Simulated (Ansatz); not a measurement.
# LuAsO₄: pressure and gap against volume

A database entry relaxed whole under r2SCAN (I4_1/amd):

```
CELL_PARAMETERS angstrom
-3.47826 3.47826 3.11607
3.47826 -3.47826 3.11607
3.47826 3.47826 -3.11607
ATOMIC_POSITIONS crystal
Lu 0.75000 0.25000 0.50000
Lu 0.00000 0.00000 0.00000
As 0.50000 0.50000 0.00000
As 0.25000 0.75000 0.50000
O 0.50568 0.32278 0.18290
O 0.07278 0.38988 0.31710
O 0.13988 0.32278 0.81710
O 0.07278 0.75568 0.68290
O 0.24432 0.92722 0.31710
O 0.67722 0.49432 0.81710
O 0.61012 0.92722 0.68290
O 0.67722 0.86012 0.18290
```

The cell was scaled uniformly, its shape held, and the atoms relaxed at each volume with plane-wave PAW DFT (Ansatz 0.2.0; r2SCAN, 500 eV, 6×6×6 Γ-centred mesh, fermi-dirac occupations of width 0.020 eV; no spin, no spin-orbit coupling). One row is withheld.

```csv
volume (Å³/atom),energy over the lowest (meV/atom),pressure (GPa),gap over mesh and path (eV)
11.812,24.5,11.07,5.043
12.064,10.4,6.94,4.950
12.315,?,?,?
12.566,0.0,-0.01,4.722
12.818,2.4,-2.93,4.590
13.069,9.0,-5.52,4.465
13.320,19.5,-7.82,4.344
```

Q: Fit the pressures of the other rows to the third-order Birch-Murnaghan form.

A: With f = [(V₀/V)^(2/3) − 1]/2 and P = 3B₀f(1 + 2f)^(5/2)[1 + 3(B₀′ − 4)f/2], least squares gives V₀ = 12.57 Å³ an atom, B₀ = 154 GPa and B₀′ = 4.8; the rows miss the fit by less than 0.01 GPa. The slope of the energies differs from these pressures by less than 0.05 GPa.

Q: How does the gap move with volume?

A: A parabola in ln(V/V₀) through the other rows has the slope dE_g/d ln V = -5.9 eV at V₀, so by B₀ the gap moves by +38 meV a GPa at this fixed shape: it widens under pressure.

Q: What does the withheld row hold?

A: The fit gives 3.26 GPa at 12.315 Å³; the run gave 3.26 GPa and 2.5 meV an atom. Its gap is 4.841 eV, against 4.833 eV from the parabola.

Caveats: the shape of the cell was held, so B₀ is an upper bound where the axes differ in stiffness; 0 K, fixed nuclei; the symmetry was kept, and this need not be the phase that is stable at 0 K; one mesh for all volumes; r2SCAN gaps lie as a rule under measured ones; the slope of the gap can be off by tens of per cent, more where shallow d levels or spin-orbit coupling act on the edges; no spin-orbit coupling, which narrows gaps of heavier elements; pressure is positive in compression.
